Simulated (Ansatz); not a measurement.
AlRh3N:
```yaml
crystal:
  lattice:
    - [3.98960, 0.00000, 0.00000]
    - [0.00000, 3.98960, 0.00000]
    - [0.00000, 0.00000, 3.98960]
  atoms:
    - { symbol: Al, position: [0.00000, 0.00000, 0.00000] }
    - { symbol: Rh, position: [0.00000, 0.50000, 0.50000] }
    - { symbol: Rh, position: [0.50000, 0.00000, 0.50000] }
    - { symbol: Rh, position: [0.50000, 0.50000, 0.00000] }
    - { symbol: N, position: [0.50000, 0.50000, 0.50000] }
```

Relaxed with PBEsol.

Task: Which orbitals make up the states near the Fermi level in the program Ansatz at the PBEsol level (PAW)?

Result: Within 0.5 eV of the Fermi level: Rh 4d 81 %, N 2p 11 %. Projections are on Löwdin-orthogonalised atomic valence shells; empty p or d shells of many metals are not among them.

Task: Tabulate the density of states.

Result: States/eV per cell of 5 atoms, in 0.25 eV bins, energy from the Fermi level.

| E (eV) | total | Rh 4d | Al 3p | N 2p |
|---|---|---|---|---|
| -7.85 | 1.28 | 0.45 | 0.03 | 0.67 |
| -7.60 | 1.76 | 0.61 | 0.05 | 0.84 |
| -7.35 | 2.29 | 0.83 | 0.07 | 1.03 |
| -7.10 | 2.95 | 1.15 | 0.07 | 1.11 |
| -6.85 | 4.97 | 2.02 | 0.11 | 1.19 |
| -6.60 | 3.17 | 1.20 | 0.05 | 0.98 |
| -6.35 | 1.15 | 0.41 | 0.01 | 0.51 |
| -6.10 | 0.44 | 0.16 | 0.01 | 0.26 |
| -5.85 | 0.40 | 0.17 | 0.07 | 0.12 |
| -5.60 | 0.55 | 0.26 | 0.15 | 0.04 |
| -5.35 | 1.06 | 0.63 | 0.26 | 0.02 |
| -5.10 | 3.03 | 2.08 | 0.56 | 0.09 |
| -4.85 | 4.81 | 3.49 | 0.73 | 0.23 |
| -4.60 | 9.02 | 6.80 | 1.42 | 0.31 |
| -4.35 | 5.82 | 4.71 | 0.78 | 0.09 |
| -4.10 | 3.84 | 3.18 | 0.45 | 0.04 |
| -3.85 | 3.46 | 2.94 | 0.34 | 0.03 |
| -3.60 | 4.15 | 3.68 | 0.30 | 0.03 |
| -3.35 | 4.44 | 4.06 | 0.25 | 0.02 |
| -3.10 | 4.56 | 4.19 | 0.17 | 0.08 |
| -2.85 | 6.92 | 6.15 | 0.31 | 0.21 |
| -2.60 | 5.29 | 4.49 | 0.42 | 0.12 |
| -2.35 | 4.65 | 4.04 | 0.34 | 0.05 |
| -2.10 | 5.04 | 4.62 | 0.16 | 0.04 |
| -1.85 | 5.99 | 5.71 | 0.08 | 0.07 |
| -1.60 | 5.91 | 5.64 | 0.04 | 0.07 |
| -1.35 | 6.03 | 5.70 | 0.09 | 0.04 |
| -1.10 | 2.88 | 2.59 | 0.08 | 0.04 |
| -0.85 | 2.19 | 1.99 | 0.03 | 0.07 |
| -0.60 | 2.83 | 2.57 | 0.03 | 0.20 |
| -0.35 | 3.46 | 3.17 | 0.05 | 0.20 |
| -0.10 | 4.36 | 3.71 | 0.11 | 0.43 |
| 0.15 | 4.29 | 3.15 | 0.25 | 0.68 |
| 0.40 | 3.11 | 2.20 | 0.31 | 0.40 |
| 0.65 | 2.69 | 1.82 | 0.33 | 0.35 |
| 0.90 | 1.52 | 0.91 | 0.21 | 0.22 |
| 1.15 | 2.16 | 0.87 | 0.46 | 0.27 |
| 1.40 | 1.97 | 0.78 | 0.31 | 0.27 |
| 1.65 | 1.95 | 0.75 | 0.31 | 0.28 |
| 1.90 | 1.70 | 0.62 | 0.32 | 0.24 |
| 2.15 | 1.63 | 0.56 | 0.38 | 0.24 |
| 2.40 | 1.48 | 0.46 | 0.54 | 0.19 |
| 2.65 | 2.50 | 0.80 | 0.92 | 0.25 |
| 2.90 | 2.65 | 0.88 | 0.88 | 0.28 |
| 3.15 | 3.12 | 0.99 | 0.92 | 0.36 |
| 3.40 | 3.11 | 0.94 | 0.84 | 0.37 |
| 3.65 | 1.88 | 0.54 | 0.65 | 0.24 |
| 3.90 | 1.61 | 0.41 | 0.62 | 0.17 |
| 4.15 | 2.38 | 0.56 | 0.72 | 0.29 |
| 4.40 | 2.15 | 0.47 | 0.60 | 0.26 |
| 4.65 | 1.25 | 0.25 | 0.37 | 0.13 |

Space group Pm-3m (anti-perovskite). The start of the workflow was typed in or built on a structure type; neither database checked (COD, Materials Project) lists it. Whether it is the stable phase at ambient conditions was not checked. Symmetry was held in the PBEsol relaxation; its stability against distortions is not shown here. The workflow began spin-polarised and lost its moments. The volume moved by 16 % from the start of the relaxation. Spin–orbit coupling is left out wherever it is not named.

Potentials: the later of the program's two PAW sets.
